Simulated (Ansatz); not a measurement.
BC$_{5}$ in space group P3m1 (No. 156; Pearson symbol hP6) under volume change, DFT-PBEsol in the program Ansatz with PAW potentials, shape and atoms relaxed at each volume.

```json
[
 {"V (Å³/atom)": "5.382", "E − E(relaxed) (meV/atom)": "[?]", "P (GPa)": "[?]"},
 {"V (Å³/atom)": "5.559", "E − E(relaxed) (meV/atom)": "28.5", "P (GPa)": "27.01"},
 {"V (Å³/atom)": "5.737", "E − E(relaxed) (meV/atom)": "6.8", "P (GPa)": "12.56"},
 {"V (Å³/atom)": "5.914", "E − E(relaxed) (meV/atom)": "0.0", "P (GPa)": "0.00"},
 {"V (Å³/atom)": "6.092", "E − E(relaxed) (meV/atom)": "6.2", "P (GPa)": "-10.91"},
 {"V (Å³/atom)": "6.269", "E − E(relaxed) (meV/atom)": "23.6", "P (GPa)": "-20.39"},
 {"V (Å³/atom)": "6.446", "E − E(relaxed) (meV/atom)": "[?]", "P (GPa)": "[?]"}
]
```

Q: Complete the blanks.

A: 
- 5.382, E − E(relaxed) (meV/atom): 67.4
- 5.382, P (GPa): 43.66
- 6.446, E − E(relaxed) (meV/atom): 50.9
- 6.446, P (GPa): -28.63

Q: What does a third-order Birch–Murnaghan fit give for V₀, B₀ and B′?

A: V₀ = 5.91 Å³/atom, B₀ = 389 GPa, B′ = 3.7.

The start of the workflow was typed in or built on a structure type; the Crystallography Open Database copy checked does not list it. Its standing as an ambient phase is unchecked. The PBEsol relaxation kept the symmetry of its start; of distortions, only those at the zone centre were tested. Its formation energy is positive at this level, so the cell may be metastable or incomplete.

Potentials: the earlier of the program's two PAW sets.
